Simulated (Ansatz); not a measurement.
A geometry of AlNi away from equilibrium: step 2 of the relaxation of a generated cell, AlNi built in the AFLOW prototype AB_oP8_57_d_d (as in TlF). Computed with PBE (plane waves to 420 eV, PAW, scalar-relativistic; Ansatz, a first-principles code). Γ-centred k-mesh 7×7×8 on the run's cell (coarser than for final values), Fermi–Dirac smearing 0.05 eV.

```
CELL_PARAMETERS angstrom
      5.01926     0.00000     0.00000
      0.00000     4.57915     0.00000
      0.00000     0.00000     4.32760
ATOMIC_POSITIONS crystal
  Al 0.29069 0.52428 0.25000
  Al 0.29069 0.97572 0.75000
  Al 0.70931 0.02428 0.25000
  Al 0.70931 0.47572 0.75000
  Ni 0.85296 0.56446 0.25000
  Ni 0.85296 0.93554 0.75000
  Ni 0.14704 0.06446 0.25000
  Ni 0.14704 0.43554 0.75000
```
Spin-polarised start, with parallel moments on Ni.

Problem. Give the Cartesian forces on all atoms (eV/Å).

Solution. 
```tsv
atom	Fx	Fy	Fz
Al1	3.19	1.59	0.00
Al2	3.19	-1.59	0.00
Al3	-3.19	1.59	0.00
Al4	-3.19	-1.59	0.00
Ni5	-0.45	-0.61	0.00
Ni6	-0.45	0.61	0.00
Ni7	0.45	-0.61	0.00
Ni8	0.45	0.61	0.00
```

Problem. What is the pressure?

Solution. +14.6 GPa, compression positive.

Problem. How much energy per atom can still be gained by relaxing?

Solution. 0.25 eV/atom; the path ends in Pbcm (No. 57).

No spin polarisation in the result: the starting moments vanished. A magnetic state may lie lower.

The run could not lose the symmetry of its start, so the end can be a saddle point.

The end of the path is a generated cell of AlNi: the first start was made by placing the elements on the sites of a structure type, and the end was not matched to a known phase here, so it may be hypothetical. Known forms of AlNi include space group No. 221.
